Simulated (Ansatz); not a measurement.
Here is the system:

MoRh₃:
```cif
data_Mo2Rh6
_chemical_formula_sum 'Mo2 Rh6'
_space_group_name_H-M_alt 'P 1'
_space_group_IT_number 1
_cell_length_a 5.42992
_cell_length_b 5.42992
_cell_length_c 4.32030
_cell_angle_alpha 90.000
_cell_angle_beta 90.000
_cell_angle_gamma 120.000
loop_
_space_group_symop_operation_xyz
  'x, y, z'
loop_
_atom_site_label
_atom_site_type_symbol
_atom_site_fract_x
_atom_site_fract_y
_atom_site_fract_z
_atom_site_occupancy
Mo1 Mo 0.33333 0.66667 0.25000 1
Mo2 Mo 0.66667 0.33333 0.75000 1
Rh1 Rh 0.83329 0.66658 0.25000 1
Rh2 Rh 0.16671 0.83329 0.75000 1
Rh3 Rh 0.33342 0.16671 0.25000 1
Rh4 Rh 0.16671 0.33342 0.75000 1
Rh5 Rh 0.83329 0.16671 0.25000 1
Rh6 Rh 0.66658 0.83329 0.75000 1
```

This is the PBEsol-relaxed structure.

Task: All from the program Ansatz at the PBEsol level (PAW), unless another level is named. Predict the formation energy from the elements (no fitted shifts).

Result: -0.28 eV/atom.

Task: Next, the density of states at the Fermi level?

Result: 0.85 states/eV per atom (mean over ±0.08 eV).

Task: And the gap with spin–orbit coupling?

Result: none (metallic).

Space group P6_3/mmc. The workflow started from an entry of the Crystallography Open Database (COD). Whether it is the stable phase at ambient conditions was not checked. The PBEsol relaxation kept the symmetry of its start; whether a distortion lowers the energy is not shown. No spin polarisation was allowed. The references are the lowest solids computed at this level, not always the standard phases. Scalar-relativistic: spin–orbit coupling is off unless named, which matters more the heavier the elements.

Potentials: the later of the program's two PAW sets.
